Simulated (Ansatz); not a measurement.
**Structures of SbWSe$_{3}$: which is lowest?**

Plane-wave DFT in Ansatz with scalar-relativistic PAW potentials, cutoff 420 eV, Γ-centred meshes chosen by cell and gap, Gaussian smearing with energies taken to zero width. Every cell was relaxed (cell and atoms) in a run of its own, within the symmetry of its start. Functional: PBE.

Relaxed structures (starts from databases or built by putting these elements on another compound's sites):
A. P4mm, 5 atoms in the computed cell, a = 4.774 Å, c = 6.156 Å; sites (symmetry × multiplicity) Sb 4mm × 1, W 4mm × 1, Se 2mm. × 2 + 4mm × 1; start: built
B. Pm-3m, 5 atoms in the computed cell, a = 4.951 Å; sites (symmetry × multiplicity) Sb m-3m × 1, W m-3m × 1, Se 4/mm.m × 3; start: built

Q: Rank them by energy. Could pressure change the order?

A:
```tsv
structure	group	E − E(lowest) (meV/atom)	V (Å³/atom)	gap on mesh (eV)
A	P4mm	0.0	28.06	0.00
B	Pm-3m	250	24.27	0.00
```

A is lowest, 250 meV/atom under B. B is denser by 3.78 Å³/atom, so pressure favours it: ΔE/ΔV, with ΔE in eV and 1 eV/Å³ = 160.2 GPa, gives about 11 GPa for equal enthalpy if both cells were rigid, a rough figure since the two compress differently. Other structures may lie lower than all of these, and vibrations aren't counted.

Spin-orbit coupling is left out, which matters for the bands of heavy elements. Spin polarisation was left out, and a magnetic state may lie lower.